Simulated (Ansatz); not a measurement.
ZnInGaO4 (InGaZnO4 type, space group R3m)

```
CELL_PARAMETERS angstrom
      1.67802     0.96880     8.70383
     -1.67802     0.96880     8.70383
      0.00000    -1.93761     8.70383
ATOMIC_POSITIONS crystal
  In 0.99692 0.99692 0.99692
  Ga 0.21295 0.21295 0.21295
  Zn 0.78120 0.78120 0.78120
  O  0.13648 0.13648 0.13648
  O  0.87896 0.87896 0.87896
  O  0.28877 0.28877 0.28877
  O  0.70473 0.70473 0.70473
```

This relaxed cell (volume V₀) is scaled evenly in all directions, its shape held. The atoms relax within the cell's symmetry.

Level of theory: PBE (plane waves to 420 eV, PAW, scalar-relativistic; Ansatz, a program for electronic structure). k mesh 11×11×11 (Γ-centred), Fermi-Dirac smearing 0.05 eV. The energy includes the smearing's −TS. Stress and pressure are positive under compression. ZnInGaO4 was relaxed with its symmetry unable to fall. ΔE is measured from the relaxed starting cell.

```tsv
V (Å³/atom)	P (GPa)	ΔE (meV/atom)
10.188	39.9	206.2
10.576	28.9	…
10.964	19.6	64.9
11.352	11.9	27.1
11.740	5.4	6.4
12.128	0.0	0.0
12.516	-4.5	5.6
12.904	-8.3	21.3
13.292	-11.5	45.4
13.681	-14.1	…
14.069	-16.2	113.2
```

Task: Fill in the missing entries.

Result: 
- 10.576, ΔE (meV/atom): 123.3
- 13.681, ΔE (meV/atom): 76.4

(Under strain, the slope of the energy per volume gives the stress and its curvature an elastic modulus.)
